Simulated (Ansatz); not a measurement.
Data:

AlRu:
```yaml
crystal:
  lattice:
    - [3.00403, 0.00000, 0.00000]
    - [0.00000, 3.00403, 0.00000]
    - [0.00000, 0.00000, 3.00403]
  atoms:
    - { symbol: Ru, position: [0.00000, 0.00000, 0.00000] }
    - { symbol: Al, position: [0.50000, 0.50000, 0.50000] }
```

This is the PBE-relaxed structure.

Question: All from PBE in the plane-wave PAW code Ansatz, unless another level is named. Estimate the density of states at the Fermi level.

Answer: 0.83 states/eV per atom (mean over ±0.08 eV).

Question: Next, the formation energy from the elements (no fitted shifts)?

Answer: -0.64 eV/atom.

Question: What about the gap with spin–orbit coupling?

Answer: none (metallic).

Space group Pm-3m (CsCl type). Symmetry was held in the PBE relaxation. The run is not spin-polarised. The references are the lowest solids computed at this level, not always the standard phases. Spin–orbit coupling is left out wherever it is not named.

Potentials: the later of the program's two PAW sets.
